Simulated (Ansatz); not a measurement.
An Ansatz (a quantum-chemistry and plane-wave program) run. Input:

Ansatz 0.2 input:
```yaml
crystal:
  lattice:
    - [5.3045931561, 0.0, 0.0]
    - [0.0, 7.4536300861, 0.0]
    - [0.0, 0.0, 5.2597443249]
  atoms:
    - { symbol: Ca, position: [0.0408303792, 0.25, 0.9912646256] }
    - { symbol: Ca, position: [0.9591696208, 0.75, 0.0087353744] }
    - { symbol: Ca, position: [0.4591696208, 0.75, 0.4912646256] }
    - { symbol: Ca, position: [0.5408303792, 0.25, 0.5087353744] }
    - { symbol: Ge, position: [0.5, 0.0, 0.0] }
    - { symbol: Ge, position: [0.0, 0.0, 0.5] }
    - { symbol: Ge, position: [0.0, 0.5, 0.5] }
    - { symbol: Ge, position: [0.5, 0.5, 0.0] }
    - { symbol: O, position: [0.2883102725, 0.4615838993, 0.7104398828] }
    - { symbol: O, position: [0.7116897275, 0.5384161007, 0.2895601172] }
    - { symbol: O, position: [0.2116897275, 0.5384161007, 0.2104398828] }
    - { symbol: O, position: [0.7883102725, 0.4615838993, 0.7895601172] }
    - { symbol: O, position: [0.7883102725, 0.0384161007, 0.7895601172] }
    - { symbol: O, position: [0.2116897275, 0.9615838993, 0.2104398828] }
    - { symbol: O, position: [0.7116897275, 0.9615838993, 0.2895601172] }
    - { symbol: O, position: [0.2883102725, 0.0384161007, 0.7104398828] }
    - { symbol: O, position: [0.4849124997, 0.25, 0.0737549133] }
    - { symbol: O, position: [0.5150875003, 0.75, 0.9262450867] }
    - { symbol: O, position: [0.0150875003, 0.75, 0.5737549133] }
    - { symbol: O, position: [0.9849124997, 0.25, 0.4262450867] }
kpoints:
  mp_grid: { grid: [4, 3, 4] }
  band_path:
    path:
      - [[0.0, 0.0, 0.0], [0.5, 0.0, 0.0], [0.5, 0.5, 0.0], [0.0, 0.5, 0.0], [0.0, 0.0, 0.0], [0.0, 0.0, 0.5], [0.5, 0.0, 0.5], [0.5, 0.5, 0.5], [0.0, 0.5, 0.5], [0.0, 0.0, 0.5]]  # Γ-X-S-Y-Γ-Z-U-R-T-Z
      - [[0.5, 0.0, 0.0], [0.5, 0.0, 0.5]]  # X-U
      - [[0.0, 0.5, 0.0], [0.0, 0.5, 0.5]]  # Y-T
      - [[0.5, 0.5, 0.0], [0.5, 0.5, 0.5]]  # S-R
      - [VBM, CBM]
    npoints: 6
basis: { xc_grid: 2 }
hamiltonian:
  xc: pbesol
  pseudopotentials: { kind: paw }
magnetization: { noncollinear: true, spin_orbit: true }
scf:
  n_extra_bands: 40
  convergence: { dr2_threshold: 0.0000000001 }
  occupations: { method: gaussian, width: 0.01 }
checkpoint: { write: soc.run }
output: { eigenvalues: true }
```

Output (shortened):

```
Pseudopotential: Ca, paw_fr, valence charge 10
Pseudopotential: Ge, paw_fr, valence charge 14
Pseudopotential: O, paw_fr, valence charge 6
Functional definition: PBEsol
non-collinear run that drives no moment, with spin-orbit …
Crystal: 20 atoms, lattice volume = 207.962 Å³
Basis set: ecut = 420 eV, 4097 PW (Γ), exchange–correlation on 72×100×72 points (8 copies of the dense FFT grid, shifted against one another)
Bands: 208, of which v1, the nominal top of the filled ones, is band 168 counted from 1 (167 counted from 0)
Symmetry: 8 space group operations + 8 with time reversal
k-points: 18 of 48
Projection manifold: j_resolved (fully-relativistic pseudo-atomic orbitals)
SCF iter   1: F=—  HF=-30942.527854 eV  |F-HF|=—  |Δ(HF+E_count)|=         —  Δρ=8.68e-2  dr2=1.70e1  dr2_m=0.00e0 (ungated)  ethr=3.10e-3  |M|=0.00e0 ∫|m|=0.00e0 μB  |m|>n=0.0e0 m-floor=0.0e0 τ_xc=0.0e0  β_m=0.30  ⟨swp⟩=7.6  Hψ=9258  notcnv=0  defer=204
preconditioner: auto → Resta (q_TF=auto, 2.633 Å⁻¹)
spin=Noncollinear: Resta preconditioning applied to the charge; magnetization (m_x, m_y, m_z) channels mix plain (no charge-response kernel on spin).
SCF iter   2: F=—  HF=-30938.994565 eV  |F-HF|=—  |Δ(HF+E_count)|=    3.53e0  Δρ=5.99e-2  dr2=8.00e0  dr2_m=0.00e0 (ungated)  ethr=3.10e-3  |M|=0.00e0 ∫|m|=0.00e0 μB  |m|>n=0.0e0 m-floor=0.0e0 τ_xc=0.0e0  β_m=0.61  ⟨swp⟩=2.3  Hψ=3193  notcnv=0  defer=634
SCF iter   3: F=—  HF=-30936.046886 eV  |F-HF|=—  |Δ(HF+E_count)|=    2.95e0  Δρ=1.52e-2  dr2=4.07e-1  dr2_m=0.00e0 (ungated)  ethr=3.10e-3  |M|=0.00e0 ∫|m|=0.00e0 μB  |m|>n=0.0e0 m-floor=0.0e0 τ_xc=0.0e0  β_m=0.61  ⟨swp⟩=4.0  Hψ=4145  notcnv=0  defer=630
SCF iter   4: F=—  HF=-30935.944670 eV  |F-HF|=—  |Δ(HF+E_count)|=   1.02e-1  Δρ=4.86e-3  dr2=3.78e-2  dr2_m=0.00e0 (ungated)  ethr=2.42e-4  |M|=0.00e0 ∫|m|=0.00e0 μB  |m|>n=0.0e0 m-floor=0.0e0 τ_xc=0.0e0  β_m=0.72  ⟨swp⟩=2.6  Hψ=2637  notcnv=0  defer=622
SCF iter   5: F=—  HF=-30935.943211 eV  |F-HF|=—  |Δ(HF+E_count)|=   1.46e-3  Δρ=1.34e-3  dr2=2.25e-3  dr2_m=0.00e0 (ungated)  ethr=2.25e-5  |M|=0.00e0 ∫|m|=0.00e0 μB  |m|>n=0.0e0 m-floor=0.0e0 τ_xc=0.0e0  β_m=0.81  ⟨swp⟩=3.0  Hψ=2319  notcnv=0  defer=622
SCF iter   6: F=—  HF=-30935.943500 eV  |F-HF|=—  |Δ(HF+E_count)|=   2.90e-4  Δρ=5.69e-4  dr2=4.75e-4  dr2_m=0.00e0 (ungated)  ethr=1.34e-6  |M|=0.00e0 ∫|m|=0.00e0 μB  |m|>n=0.0e0 m-floor=0.0e0 τ_xc=0.0e0  β_m=0.71  ⟨swp⟩=2.0  Hψ=3122  notcnv=0  defer=622
SCF iter   7: F=—  HF=-30935.943384 eV  |F-HF|=—  |Δ(HF+E_count)|=   1.16e-4  Δρ=1.88e-4  dr2=5.81e-5  dr2_m=0.00e0 (ungated)  ethr=2.83e-7  |M|=0.00e0 ∫|m|=0.00e0 μB  |m|>n=0.0e0 m-floor=0.0e0 τ_xc=0.0e0  β_m=0.78  ⟨swp⟩=2.0  Hψ=3018  notcnv=0  defer=622
SCF iter   8: F=—  HF=-30935.943396 eV  |F-HF|=—  |Δ(HF+E_count)|=   1.23e-5  Δρ=8.82e-5  dr2=1.36e-5  dr2_m=0.00e0 (ungated)  ethr=3.46e-8  |M|=0.00e0 ∫|m|=0.00e0 μB  |m|>n=0.0e0 m-floor=0.0e0 τ_xc=0.0e0  β_m=0.68  ⟨swp⟩=2.1  Hψ=2594  notcnv=0  defer=622
SCF iter  12: F=-30935.943265 eV  HF=-30935.943265 eV  |F-HF|=1.46e-11  |Δ(HF+E_count)|=  4.00e-10  Δρ=1.58e-7  dr2=3.89e-11  dr2_m=0.00e0 (ungated)  ethr=1.00e-12  |M|=0.00e0 ∫|m|=0.00e0 μB  |m|>n=0.0e0 m-floor=0.0e0 τ_xc=0.0e0  ⟨swp⟩=11.8  Hψ=8028  notcnv=0
SCF 1 converged in 12 iterations: F = -30935.943265 eV  dr2 = 3.89e-11
NSCF: frozen V_eff on 64 k-points
NSCF: frozen V_eff on 64 k-points
NSCF: frozen V_eff on 64 k-points
NSCF: frozen V_eff on 64 k-points
NSCF: frozen V_eff on 24 k-points
NSCF: frozen V_eff on 14 k-points
NSCF: frozen V_eff on 14 k-points
NSCF: frozen V_eff on 14 k-points
NSCF: frozen V_eff on 7 k-points
NSCF: frozen V_eff on 83 k-points
SCF converged after 12 iterations
Magnetization: |M| = 0.0000 μB,  M = (+0.0000, +0.0000, +0.0000) μB
Absolute magnetization: 0.0000 μB (∫|m|)
  site 0: m = (+0.0000, +0.0000, +0.0000) μB, |m| = 0.0000 μB  (R = 0.95 Å)
  site 1: m = (+0.0000, +0.0000, +0.0000) μB, |m| = 0.0000 μB  (R = 0.95 Å)
  site 2: m = (+0.0000, +0.0000, +0.0000) μB, |m| = 0.0000 μB  (R = 0.95 Å)
  site 3: m = (+0.0000, +0.0000, +0.0000) μB, |m| = 0.0000 μB  (R = 0.95 Å)
  site 4: m = (+0.0000, +0.0000, +0.0000) μB, |m| = 0.0000 μB  (R = 0.79 Å)
  site 5: m = (+0.0000, +0.0000, +0.0000) μB, |m| = 0.0000 μB  (R = 0.79 Å)
  site 6: m = (+0.0000, +0.0000, +0.0000) μB, |m| = 0.0000 μB  (R = 0.79 Å)
  site 7: m = (+0.0000, +0.0000, +0.0000) μB, |m| = 0.0000 μB  (R = 0.79 Å)
  site 8: m = (+0.0000, +0.0000, +0.0000) μB, |m| = 0.0000 μB  (R = 0.79 Å)
  site 9: m = (+0.0000, +0.0000, +0.0000) μB, |m| = 0.0000 μB  (R = 0.79 Å)
  site 10: m = (+0.0000, +0.0000, +0.0000) μB, |m| = 0.0000 μB  (R = 0.79 Å)
  site 11: m = (+0.0000, +0.0000, +0.0000) μB, |m| = 0.0000 μB  (R = 0.79 Å)
  site 12: m = (+0.0000, +0.0000, +0.0000) μB, |m| = 0.0000 μB  (R = 0.79 Å)
  site 13: m = (+0.0000, +0.0000, +0.0000) μB, |m| = 0.0000 μB  (R = 0.79 Å)
  site 14: m = (+0.0000, +0.0000, +0.0000) μB, |m| = 0.0000 μB  (R = 0.79 Å)
  site 15: m = (+0.0000, +0.0000, +0.0000) μB, |m| = 0.0000 μB  (R = 0.79 Å)
  site 16: m = (+0.0000, +0.0000, +0.0000) μB, |m| = 0.0000 μB  (R = 0.79 Å)
  site 17: m = (+0.0000, +0.0000, +0.0000) μB, |m| = 0.0000 μB  (R = 0.79 Å)
  site 18: m = (+0.0000, +0.0000, +0.0000) μB, |m| = 0.0000 μB  (R = 0.79 Å)
  site 19: m = (+0.0000, +0.0000, +0.0000) μB, |m| = 0.0000 μB  (R = 0.79 Å)
Free energy (F): -30935.943265 eV
Harris-Foulkes:  -30935.943265 eV  (|F-HF|=1.46e-11)
Internal energy: -30935.943265 eV  (E = F + TS)
E sigma→0 (E₀):  -30935.943265 eV
Fermi energy:    10.789411 eV
--- Per-component energies (eV) ---
  E_band       = -670.735556
  E_kinetic    = 3686.471729
  E_local      = -14474.771707  (includes V_loc(G=0)·N_el)
  E_nonlocal   = 2548.431642
  E_hartree    = 5818.954115
  E_xc         = -1725.892949
  E_vxc        = -2075.660884  (∫ρ·V_xc dr)
  E_paw        = -13125.427626  (= ΣΔE_a)
  E_vpaw       = -1993.145749  (= ΣTr[D̂ρ^β])
  E_aug_tail   = 0.030875  (compensation charges beyond the density's cutoff)
  E_ewald      = -13668.324147
  E_core_change = 4.584804  (= ΣΔE_core)
  E_smearing   =  0.000000  (= −TS)
  E_closure    =  0.000000  (closes the sum)
  Σ components = -30935.943265   (vs F -30935.943265, Δ=0.00e0)
  [band-id]    e_kinetic+e_local+e_nonlocal+2·e_hartree+e_vxc+e_vpaw+e_augmentation_tail = -670.735865   (vs E_band -670.735556, Δ=-3.09e-4)
--- Band table (eV; the first three rows and the last of 18) ---
  k-point 0: bands = ["-27.5908", "-27.5908", "-27.5763", "-27.5763", "-27.5606", "-27.5606", "-27.5491", "-27.5491", "-14.3824", "-14.3824", "-14.3747", "-14.3747", "-14.3726", "-14.3726", "-14.3540", "-14.3540", "-14.3233", "-14.3233", "-14.2969", …
  k-point 1: bands = ["-27.5863", "-27.5863", "-27.5726", "-27.5726", "-27.5643", "-27.5643", "-27.5528", "-27.5528", "-14.3768", "-14.3768", "-14.3621", "-14.3621", "-14.3603", "-14.3603", "-14.3572", "-14.3572", "-14.3180", "-14.3180", "-14.3045", …
  k-point 2: bands = ["-27.5758", "-27.5758", "-27.5758", "-27.5758", "-27.5619", "-27.5619", "-27.5619", "-27.5619", "-14.3660", "-14.3660", "-14.3660", "-14.3660", "-14.3322", "-14.3322", "-14.3322", "-14.3322", "-14.3307", "-14.3307", "-14.3307", …
  k-point 17: bands = ["-27.5717", "-27.5717", "-27.5717", "-27.5717", "-27.5654", "-27.5654", "-27.5654", "-27.5654", "-14.3665", "-14.3665", "-14.3665", "-14.3665", "-14.3525", "-14.3525", "-14.3525", "-14.3525", "-14.3175", "-14.3175", "-14.3175", …
```

Cost: around 80 core-minutes (rough) on shared cores.

Space group Pnma. The workflow started from a Materials Project entry (that database holds measured and hypothetical structures alike); the Crystallography Open Database files this formula in space group No. 62, but the cells were not matched. Whether it is the stable phase at ambient conditions was not checked. The PBEsol relaxation kept the symmetry of its start; whether a distortion lowers the energy is not shown.

Potentials: the later of the program's two PAW sets.

Ansatz is a plane-wave DFT program.
